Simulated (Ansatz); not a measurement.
**Fe: is the k mesh converged?**

Fe in a ferromagnetic state, in a typed cell, not relaxed.

```
Fe
1.0
    -1.41650    1.41650    1.41650
     1.41650   -1.41650    1.41650
     1.41650    1.41650   -1.41650
Fe
1
Direct
  0.00000 0.00000 0.00000
```

Computed with Ansatz (plane-wave DFT, scalar-relativistic): PBE; Ansatz hand-made PAW at 844 eV; k mesh 8×8×8; Fermi–Dirac smearing of 0.1 eV; collinear spin from start moments 2.2 μB (atoms as listed). Harmonic phonons by finite displacements in cells commensurate with each q, in cm⁻¹; i marks an unstable mode.

Caveats: coarse k mesh.

At 11.37 Å³ an atom it gives lowest mode at q = [0.5, -0.5, 0.5] (cm⁻¹) 274; top mode at q = [0.5, -0.5, 0.5] (cm⁻¹) 274.

Problem. Repeat on 12×12×12, 16×16×16. Do the numbers hold?

Solution. 
```json
{"k mesh": "12×12×12", "cutoff (eV)": "844", "volume (Å³/atom)": "11.37", "lowest mode at q = [0.5, -0.5, 0.5] (cm⁻¹)": "295", "top mode at q = [0.5, -0.5, 0.5] (cm⁻¹)": "295"}
{"k mesh": "16×16×16", "cutoff (eV)": "844", "volume (Å³/atom)": "11.37", "lowest mode at q = [0.5, -0.5, 0.5] (cm⁻¹)": "292", "top mode at q = [0.5, -0.5, 0.5] (cm⁻¹)": "292"}
```

Not yet: the top mode at q = [0.5, -0.5, 0.5] moves by about 18 cm⁻¹ between the meshes.
